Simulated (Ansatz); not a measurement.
Starting cell, NiSi$_{2}$ (fluorite type, space group Fm-3m):

```xyz
3
Lattice="0.0000 2.7220 2.7220 2.7220 0.0000 2.7220 2.7220 2.7220 0.0000" Properties=species:S:1:pos:R:3 pbc="T T T"
Ni     0.0000     0.0000     0.0000
Si     1.3610     1.3610     1.3610
Si     4.0830     4.0830     4.0830
```

Scan: atom 3 (Si, nearest neighbour Ni at 2.357 Å; its periodic images, 3.8 Å or more away, move with it) is displaced towards the nearest neighbour, direction (-0.577, 0.577, -0.577) in Cartesian axes, by s. The other atoms stay.

All values below come from PBE (plane waves to 420 eV, PAW, scalar-relativistic; Ansatz, a first-principles code). k mesh 12×12×12 (Γ-centred), Fermi-Dirac smearing 0.05 eV. The energy includes the smearing's −TS. With partly filled bands, energies and forces of such displacements shift with the k mesh and the smearing. NiSi2 is run without spin polarisation. NiSi2 was relaxed with its symmetry unable to fall. The PAW data are Ansatz's earlier set. The zero of ΔE is the undisplaced structure. The last digit holds for this mesh only.

| s (Å) | ΔE (meV/cell) |
|---|---|
| -0.240 | 179.8 |
| -0.192 | 118.4 |
| -0.144 | 68.3 |
| -0.096 | 31.1 |
| -0.048 | 8.0 |
| 0.000 | 0.0 |
| 0.048 | 8.6 |
| 0.096 | withheld |
| 0.144 | 85.6 |
| 0.192 | 159.9 |
| 0.240 | 262.9 |

**Question.** Fit a polynomial form (powers 2, 3, 4) to the given rows and predict ΔE at s = 0.096.

**Answer.** Least squares on the 10 given rows: ΔE = (3642)·s² + (2987)·s³ + (3497)·s⁴, in meV/cell with s in Å; root-mean-square residual 0.26 meV/cell. At 0.096 the fit gives 36.5 meV/cell; the calculation gives 36.2 meV/cell, so the interpolation is off by 0.3 (+0.8 %). The quadratic term alone would give 33.6 meV/cell.

(A displaced cell: forces are minus the slopes of the energy, force constants its curvatures, and phonons follow from these.)
